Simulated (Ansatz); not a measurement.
SbIrS:
```cif
data_Ir4S4Sb4
_chemical_formula_sum 'Sb4 Ir4 S4'
_space_group_name_H-M_alt 'P 1'
_space_group_IT_number 1
_cell_length_a 6.02360
_cell_length_b 6.02360
_cell_length_c 6.02360
_cell_angle_alpha 90.000
_cell_angle_beta 90.000
_cell_angle_gamma 90.000
loop_
_space_group_symop_operation_xyz
  'x, y, z'
loop_
_atom_site_label
_atom_site_type_symbol
_atom_site_fract_x
_atom_site_fract_y
_atom_site_fract_z
_atom_site_occupancy
Sb1 Sb 0.37601 0.37601 0.37601 1
Sb2 Sb 0.12399 0.62399 0.87601 1
Sb3 Sb 0.87601 0.12399 0.62399 1
Sb4 Sb 0.62399 0.87601 0.12399 1
Ir1 Ir 0.98448 0.51552 0.48448 1
Ir2 Ir 0.51552 0.48448 0.98448 1
Ir3 Ir 0.48448 0.98448 0.51552 1
Ir4 Ir 0.01552 0.01552 0.01552 1
S1 S 0.38311 0.11689 0.88311 1
S2 S 0.11689 0.88311 0.38311 1
S3 S 0.88311 0.38311 0.11689 1
S4 S 0.61689 0.61689 0.61689 1
```

Relaxed with PBEsol. Plane-wave PAW PBEsol (Ansatz code) gives a gap of 1.27 eV.

Q: What gap does HSE06 give on the same cell (Ansatz, PAW)?

A: 2.09 eV, 0.82 eV more. The hybrid was solved on a coarser mesh and at special points; its gap is the smallest among all of these.

| k | v1 PBEsol | c1 PBEsol | v1 HSE06 | c1 HSE06 |
|---|---|---|---|---|
| Γ | -0.81 | 1.27 | -0.81 | 2.09 |
| R | -0.92 | 1.48 | ? | ? |
| M | -0.20 | 1.90 | ? | ? |
| X | -0.34 | 1.76 | ? | ? |

Q: Top valence (v1) and lowest conduction level (c1) in eV from each method's valence maximum (which need not be a listed point): supply the withheld HSE06 values.

A: 
- R, v1 HSE06: -0.97
- R, c1 HSE06: 2.33
- M, v1 HSE06: -0.27
- M, c1 HSE06: 2.69
- X, v1 HSE06: -0.48
- X, c1 HSE06: 2.52

Cost on shared cores: the PBEsol run (SCF on a 5×5×5 mesh, then bands and DOS) very roughly 5 core-minutes, the HSE06 run (SCF on 3×3×3, then a few points) very roughly 5 core-minutes; the tasks are unlike.

Space group P2_13. The first step of the workflow began from a Materials Project structure, measured or hypothetical; the Crystallography Open Database copy checked does not list it. COD files the formula under space group No. 29, so this cell is another polymorph or a model. Whether it is the stable phase at ambient conditions was not checked. The cell was relaxed with PBEsol under the symmetry of its start; its stability against distortions is not shown here. The run is not spin-polarised. Spin–orbit coupling is left out wherever it is not named.

Potentials: the later of the program's two PAW sets.
